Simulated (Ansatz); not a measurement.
GaAs:
```yaml
crystal:
  lattice:
    - [3.99314, 0.00000, 0.00000]
    - [-1.99657, 3.45816, 0.00000]
    - [0.00000, 0.00000, 6.58441]
  atoms:
    - { symbol: Ga, position: [0.33333, 0.66667, 0.00007] }
    - { symbol: Ga, position: [0.66667, 0.33333, 0.50007] }
    - { symbol: As, position: [0.33333, 0.66667, 0.37393] }
    - { symbol: As, position: [0.66667, 0.33333, 0.87393] }
```

x, y and z are the axes in which the lattice vectors are written.

Q: Give the proper piezoelectric stress tensor with relaxed ions from r²SCAN (plane waves, PAW; program Ansatz).

A: In C/m², rows x, y, z, Voigt columns; mesh uncertainty up to 0.01.
```
 0.00   0.00   0.00   0.00   0.07   0.00
 0.00   0.00   0.00   0.07   0.00   0.00
 0.09   0.09  -0.32   0.00   0.00   0.00
```

The elastic tensor of the same run (GPa):

```
 142  45.2  27.9   0.0   0.0   0.0
45.2   142  27.9   0.0   0.0   0.0
27.9  27.9   165   0.0   0.0   0.0
 0.0   0.0   0.0  38.6   0.0   0.0
 0.0   0.0   0.0   0.0  38.6   0.0
 0.0   0.0   0.0   0.0   0.0  48.2
```

Q: Convert to strain constants d = e·S.

A: In pC/N:
```
 0.0   0.0   0.0   0.0   1.9   0.0
 0.0   0.0   0.0   1.9   0.0   0.0
 0.8   0.8  -2.2   0.0   0.0   0.0
```

Space group P6_3mc (wurtzite). The first step of the workflow began from a Materials Project structure, measured or hypothetical; the Crystallography Open Database copy checked does not list it. It is not the phase usual at ambient conditions (space group No. 216). The r²SCAN relaxation kept the symmetry of its start; its stability against distortions is not shown here. Signs of piezoelectric constants follow the polarity of the cell as given.

Potentials: the earlier of the program's two PAW sets. The files were generated under PBE; for other functionals the program regenerates the frozen cores, and for LDA and PBEsol the local potential too.
